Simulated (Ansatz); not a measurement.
# BaScO2F (P4/mmm), clamped-ion strain scan

All numbers below come from DFT LDA, scalar-relativistic, plane waves, PAW in Ansatz 0.2.0. Cutoff 420 eV, Γ-centred 6×6×6 k-points, Gaussian smearing of 0.05 eV. No spin polarisation. Energies are free energies at this smearing, counted from the undisturbed cell; pressure is positive in compression.

Zero of the scan (as given, not relaxed at this level; it stands at -9.9 GPa, and it needn't be the usual structure):

```
Ba Sc O F
1.0
     4.20695    0.00000    0.00000
     0.00000    4.20695    0.00000
     0.00000    0.00000    4.21141
Ba Sc O F
1 1 2 1
Cartesian
  2.1035 2.1035 2.1057
  0.0000 0.0000 0.0000
  2.1035 0.0000 0.0000
  0.0000 2.1035 0.0000
  0.0000 0.0000 2.1057
```

The cell is strained by ε times the Voigt pattern (0, 0, 1, 0, 0, 0) (xx, yy, zz, yz, xz, xy; engineering shear) with fractional coordinates fixed. At -10 GPa the given cell is far from its own equilibrium, so these figures belong to a strongly strained crystal.

```csv
ε,ΔE (meV/atom)
-0.0400,-21.2
-0.0300,-19.2
-0.0200,-14.8
-0.0100,-8.4
0.0000,0.0
0.0100,10.1
0.0200,21.7
0.0300,34.6
0.0350,41.6
0.0400,48.9
```

Question: Predict the pressure (GPa) at each point.

Answer:
| ε | pressure (GPa) |
| --- | --- |
| -0.0400 | -5.6 |
| -0.0300 | -6.9 |
| -0.0200 | -8.0 |
| -0.0100 | -9.0 |
| 0.0000 | -9.9 |
| 0.0100 | -10.7 |
| 0.0200 | -11.4 |
| 0.0300 | -12.1 |
| 0.0350 | -12.4 |
| 0.0400 | -12.7 |